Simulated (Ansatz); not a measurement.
Method: DFT PBE, scalar-relativistic, plane waves, PAW in Ansatz. Settings: cutoff 420 eV, Γ-centred meshes spaced at most about 0.3 Å⁻¹, and about 0.25 Å⁻¹ or finer for metals (2π included), Gaussian smearing. No spin polarisation in the final relaxations.

These are static total energies at zero pressure. All come from trial cells, and lower structures may exist.

**Question.** Order these relaxed structures of ZrSiRu₄ by energy, lowest first, with the energy over the lowest of them.
A.

```
CELL_PARAMETERS angstrom
0.00000 3.61108 3.61108
3.61108 0.00000 3.61108
3.61108 3.61108 0.00000
ATOMIC_POSITIONS crystal
Zr 0.50000 0.50000 0.50000
Si 0.25000 0.25000 0.25000
Ru 0.87617 0.87617 0.87617
Ru 0.87617 0.87617 0.37149
Ru 0.87617 0.37149 0.87617
Ru 0.37149 0.87617 0.87617
```

B.

```
CELL_PARAMETERS angstrom
4.33526 0.00000 0.00000
-2.16763 3.75445 0.00000
0.00000 0.00000 5.65044
ATOMIC_POSITIONS crystal
Zr 0.00000 0.00000 0.50000
Si 0.00000 0.00000 0.00000
Ru 0.33333 0.66667 0.77959
Ru 0.33333 0.66667 0.22041
Ru 0.66667 0.33333 0.77959
Ru 0.66667 0.33333 0.22041
```

C.

```
CELL_PARAMETERS angstrom
3.98092 0.00000 0.00000
0.00000 3.98092 0.00000
0.00000 0.00000 6.44154
ATOMIC_POSITIONS crystal
Zr 0.00000 0.00000 0.00000
Si 0.50000 0.50000 0.50000
Ru 0.50000 0.00000 0.71217
Ru 0.00000 0.50000 0.28783
Ru 0.50000 0.00000 0.28783
Ru 0.00000 0.50000 0.71217
```

**Answer.** B (0 meV/atom), A (216 meV/atom), C (385 meV/atom). Forms: B P6/mmm; A F-43m; C P4/mmm. Counting Ru or Zr atoms around Si (for each partner element, those within 1.25 times its shortest distance or 1.15 times the sum of covalent radii, where it is the nearest in units of that sum or under 1.3): B has Si 14; A has Si 16; C has Si 8.

Cells relaxed within their symmetry can be saddle points. Some types were kept out of the candidates beforehand, so the set may lack a known form.
